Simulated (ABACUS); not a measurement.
Worked example: self-consistent single point of Ti (Im-3m, 1 atom in the cell; from COD 9012924) in ABACUS.

All values come from this method and carry its errors: PBEsol, PseudoDojo 0.4 standard norm-conserving PBEsol (tails mended) pseudopotentials (plane waves; ABACUS).

```
Ti
1.0
   -1.64100     1.64100     1.64100
    1.64100    -1.64100     1.64100
    1.64100     1.64100    -1.64100
Ti
1
Direct
  0.00000   0.00000   0.00000
```

Reference input (self-consistent single point, DFT, PBEsol, numerical atomic orbitals DZP (confined pseudo-atomic orbitals with Gaussian additions; energy shift 0.01 Ry), PseudoDojo 0.4 standard norm-conserving PBEsol (tails mended) pseudopotentials): basis = DZP numerical atomic orbitals, energy shift 0.01 Ry; KPT = Gamma 14 14 14 0 0 0; basis_type = lcao; ecutwfc = 100 Ry; smearing_method = fd; smearing_sigma = 0.00734986 Ry; potentials = PseudoDojo 0.4 standard norm-conserving PBEsol (tails mended); symmetry = 1; ks_solver = genelpa; scf_nmax = 100; scf_thr = 1.0e-07; mixing_type = broyden. This run's input differs from it in these lines:

```diff
@@ -3,6 +3,5 @@
 calculation          scf
-basis_type           lcao
+basis_type           pw
 pseudo_dir           ./
-orbital_dir          ./
-ecutwfc              100.0
+ecutwfc              84.0
 symmetry             1
@@ -10,5 +9,5 @@
 smearing_sigma       0.00734986
-ks_solver            genelpa
+ks_solver            cg
 scf_nmax             100
-scf_thr              1.0e-07
+scf_thr              1.0e-09
 mixing_type          broyden
@@ -16,3 +15,2 @@
 cal_stress           1
-out_mul              1
 device               cpu
@@ -21,5 +19,2 @@
 Ti 47.867 Ti.upf
-
-NUMERICAL_ORBITAL
-Ti_pbesol_8.0au_3s2p2d1f.orb
```

Output (repeated stretches shortened):

```
 SELF-CONSISTENT
 -------------------------------------------
                                 init_chg = atomic

 PW ALGORITHM --------------- ION=   1  ELEC=   1--------------------------------
 Notice: Threshold on eigenvalues was too large.

 Density error is 0.0381978872094
                          Error Threshold = 0.000134240086144
 E_KohnSham     -118.5795446718      -1613.3574737817
 E_Fermi        0.9714051606         13.2166452509

 PW ALGORITHM --------------- ION=   1  ELEC=   2--------------------------------

 Density error is 0.0176125810379
                          Error Threshold = 0.000318315726745
   [... lines left out ...]

 Density error is 3.36846530584e-09
                          Error Threshold = 3.75410593977e-11
 E_KohnSham     -118.5949756420      -1613.5674229024
 E_Fermi        0.9374641501         12.7548541125

 PW ALGORITHM --------------- ION=   1  ELEC=  11--------------------------------

 Density error is 5.22405757014e-11
                          Error Threshold = 2.80705442153e-11
 E_KohnSham     -118.5949756429      -1613.5674229147
 E_KS(sigma->0) -118.5920751921      -1613.5279602569
 E_entropy(-TS) -0.0058009016        -0.0789253156
 E_Fermi        0.9374522191         12.7546917819
 charge density convergence is achieved
 final etot is -1613.5674229 eV
 EFERMI = 12.754691782 eV

 STATE ENERGY(eV) AND OCCUPATIONS    NSPIN == 1
   [... 13 lines left out ...]

 TOTAL-FORCE (eV/Angstrom)
                       Ti1         0.0000000000         0.0000000000         0.0000000000

 TOTAL-STRESS (KBAR)
       -62.6169013728        -0.0000000000        -0.0000000000
        -0.0000000000       -62.6169013728         0.0000000000
         0.0000000000         0.0000000000       -62.6169013728
 TOTAL-PRESSURE: -62.616901 KBAR

 --------------------------------------------
 !FINAL_ETOT_IS -1613.5674229146861762 eV
 --------------------------------------------
```

The run converged in 11 iterations. Against the reference run the free energy falls by 84.2 meV/atom and the pressure goes from -5.30 to -6.26 GPa.

The starting cell comes from an entry of a crystal-structure database; it serves only as a starting point and was not checked for soundness. This run is one point of a test of settings, so its values need not be converged; read them against the reference run alone.

Cost on one core: very roughly 70 core-seconds.

The atomic orbitals were generated for these runs; they are not ABACUS's published sets and were checked against plane waves on a few crystals only.

“Tails mended”: in these copies of the files the far tail of each local potential was reset to the Coulomb form.
